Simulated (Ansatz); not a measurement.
Data sheet: K$_{2}$NaGaP$_{2}$ (DFT)

K$_{2}$NaGaP$_{2}$:
```xyz
12
Lattice="-3.2843 7.1907 3.1715 3.2843 -7.1907 3.1715 3.2843 7.1907 -3.1715" Properties=species:S:1:pos:R:3 pbc="T T T"
K      1.6201     2.5061     3.1715
K      1.6642     4.6845     0.0000
K     -1.6642     4.6845     3.1715
K      4.9484     2.5061     0.0000
Na     0.0000     0.0000     4.7573
Na     0.0000     0.0000     1.5858
Ga     3.2843     0.0000     1.5858
Ga     0.0000     7.1907     1.5858
P      1.3077     5.8582     3.1715
P      1.9766     1.3325     0.0000
P      1.3077     8.5232     0.0000
P      1.9766    -1.3325     3.1715
```

Space group Ibam (No. 72); conventional cell a = 6.569 Å, b = 14.381 Å, c = 6.343 Å, α = β = γ = 90.00°.

Method: PBEsol (plane waves, PAW; program Ansatz). Structure relaxed to zero pressure with the same functional. Other levels are named where they apply.

### Cell and energy

- Volume per atom = 24.97 Å³
- Density = 2.58 g/cm³
- Formation energy from the elements (no fitted shifts) = -0.47 eV/atom

### Electronic structure

- Band gap = 1.42 eV (smallest direct gap 1.42 eV)
- Valence-band maximum = on the Γ–X line, 25 % of the way from Γ (k = -0.125, 0.125, -0.125 in fractions of the reciprocal vectors)
- Conduction-band minimum = at Γ
- Electron effective mass = 0.17, 0.17, 0.19 mₑ (principal values)
- Electron effective mass with spin–orbit coupling = 0.17, 0.17, 0.19 mₑ (principal values)
- Hole effective mass = 0.27, 1.9, 17 mₑ (principal values)
- Hole effective mass with spin–orbit coupling = 0.26, 1.7, 24 mₑ (principal values)
- HSE06 gap on the PBEsol cell = 2.24 eV
- Gap with spin–orbit coupling = 1.41 eV

### Mechanics

- Bulk modulus (Birch–Murnaghan fit): 24.5 GPa
- Pressure derivative B′: 6.0

### Dielectric response

* **Electronic dielectric constant ε∞ (DFPT)**: 6.57 (xx), 5.71 (yy), 7.71 (zz)
* **Born charges (a third of the trace)**: K +1.15, Na +0.83, Ga +2.00, P -2.56 e

### Charges

* **Bader charges**: K +0.72, Na +0.76, Ga +0.65, P -1.43 e

The workflow started from a Materials Project entry (that database holds measured and hypothetical structures alike); the Crystallography Open Database files this formula in space group No. 72, but the cells were not matched. Whether it is the stable phase at ambient conditions was not checked. The cell was relaxed with PBEsol under the symmetry of its start; its stability against distortions is not shown here. The references are the lowest solids computed at this level, not always the standard phases. Scalar-relativistic: spin–orbit coupling is off unless named, which matters more the heavier the elements.

Potentials: the later of the program's two PAW sets.
